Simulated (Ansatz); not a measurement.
## What a change of settings does to a run on Pt3Pb

Structure from Materials Project entry mp-20828 (possibly hypothetical), not relaxed further.

First run: DFT, r2SCAN, PAW with Ansatz's default frozen-core files, scalar-relativistic (Ansatz 0.2.0).

Command: `ansatz run input.yaml --threads 1 --pin off --max-ram 4096MiB --backend cpu --events-out ev --progress --plain --runs-dir out` The run took about 38 s on 1 thread of a shared machine.

```yaml
crystal:
  lattice:
    - [4.09973384, 0.0, 0.0]
    - [0.0, 4.09973384, 0.0]
    - [0.0, 0.0, 4.09973384]
  atoms:
    - { symbol: Pt, position: [0.5, 0.0, 0.5] }
    - { symbol: Pt, position: [0.0, 0.5, 0.5] }
    - { symbol: Pt, position: [0.5, 0.5, 0.0] }
    - { symbol: Pb, position: [0.0, 0.0, 0.0] }
kpoints:
  mp_grid: { grid: [9, 9, 9] }
  band_path:
    path:
      - [0.0, 0.0, 0.0]
      - [0.0, 0.5, 0.0]
      - [0.5, 0.5, 0.0]
      - [0.0, 0.0, 0.0]
      - [0.5, 0.5, 0.5]
      - [0.0, 0.5, 0.0]
      - [0.5, 0.5, 0.5]
      - [0.5, 0.5, 0.0]
    npoints: 14
scf:
  occupations: { method: fermi_dirac, width: 0.05 }
hamiltonian:
  xc: r2scan
  pseudopotentials: { kind: paw }
output:
  forces: true
  stress: true
  eigenvalues: true
  efg: { contact_densities: true }
  populations: true
  bader: true
  dos: { projected: true, de: 0.2, e_range: [-14, 8] }
  write_density: true
  write_potential: true
  elf: true
  volumetric_format: npy
```

Result: converged; pressure -0.89 GPa; no gap on the k mesh; 8 SCF iterations.

Spin–orbit coupling is left out, though it moves levels of the heavy atoms by tenths of an eV or more.

The input is then changed:

```diff
@@ -27,4 +27,5 @@
   xc: r2scan
   pseudopotentials: { kind: paw }
+  hubbard: { sites: [{ species: Pt, l: d, u_eff: 3.0 }], double_counting: fll }
 output:
   forces: true
@@ -33,9 +34,3 @@
   efg: { contact_densities: true }
   populations: true
-  bader: true
-  dos: { projected: true, de: 0.2, e_range: [-14, 8] }
-  write_density: true
-  write_potential: true
-  elf: true
-  volumetric_format: npy
```

Question: What does the second run give?

Answer: It converged; pressure 0.13 GPa; no gap on the k mesh; 8 SCF iterations.
